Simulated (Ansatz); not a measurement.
Sn:
```xyz
1
Lattice="3.0883 0.0000 0.0000 0.0000 3.0883 0.0000 0.0000 0.0000 3.0883" Properties=species:S:1:pos:R:3 pbc="T T T"
Sn     0.0000     0.0000     0.0000
```

Relaxed with PBE. Special points in fractions of this cell's reciprocal vectors: Γ (0.000, 0.000, 0.000); X (0.000, 0.500, 0.000); M (0.500, 0.500, 0.000); R (0.500, 0.500, 0.500).

Task: List the band energies nearest the Fermi level at these points for DFT-PBE in the program Ansatz with PAW potentials.

Result: In eV from the Fermi level; about four levels below and three above (degenerate sets whole), none deeper than 8.9 eV; … stands for higher levels left out; points with the same levels are listed once.

```json
[
 {"k": "Γ", "below": "–", "above": "5.21 5.21 5.21"},
 {"k": "X", "below": "-7.71 -4.51", "above": "7.70 7.70 11.29"},
 {"k": "M", "below": "-4.58 -2.14 -2.14", "above": "2.85 10.38 …"},
 {"k": "R", "below": "-0.99", "above": "0.13 0.13 0.13"}
]
```

Space group Pm-3m (simple cubic). The cell is a constructed one: a structure type filled with these elements; neither database checked (COD, Materials Project) lists it. It is not the phase usual at ambient conditions (space group No. 141). The cell was relaxed with PBE under the symmetry of its start; its stability against distortions is not shown here. Spin–orbit coupling is left out wherever it is not named.

Potentials: the later of the program's two PAW sets.
